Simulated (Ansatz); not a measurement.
**Moving the functional in In3Se**

Symmetry: Pm-3m, No. 221, cubic system. The conventional cell has a = 4.804 Å, b = 4.804 Å, c = 4.804 Å, α = 90.00°, β = 90.00°, γ = 90.00°. In (site symmetry 4/mmm) has 8 In at 3.40 Å and 4 Se at 3.40 Å as nearest neighbours. Se (site symmetry m-3m) is surrounded by 12 In at 3.40 Å.

The cell comes from a database or a generator and needn't be the stable form of this composition.

Kept alike: task band structure; k mesh 6 × 6 × 6; occupations fermi-dirac, width 0.05 eV; no spin polarisation. Program: Ansatz, all-electron LAPW, scalar-relativistic. The mesh is that of the run's cell of 4 atoms. No spin-orbit coupling.

| run | pressure (GPa) |
| --- | --- |
| A | -0.27 |
| B | -4.28 |
| C | -2.94 |

Pressure is positive in compression. For a metal such a mesh leaves the last digits unconverged.

The runs differ in the functional alone: LDA; PBE; PBEsol. Which run is which?

Run A is PBE; run B is LDA; run C is PBEsol. The pressure runs from -4.28 (LDA) to -0.27 GPa (PBE). From PBE: LDA -4.01; PBEsol -2.67.
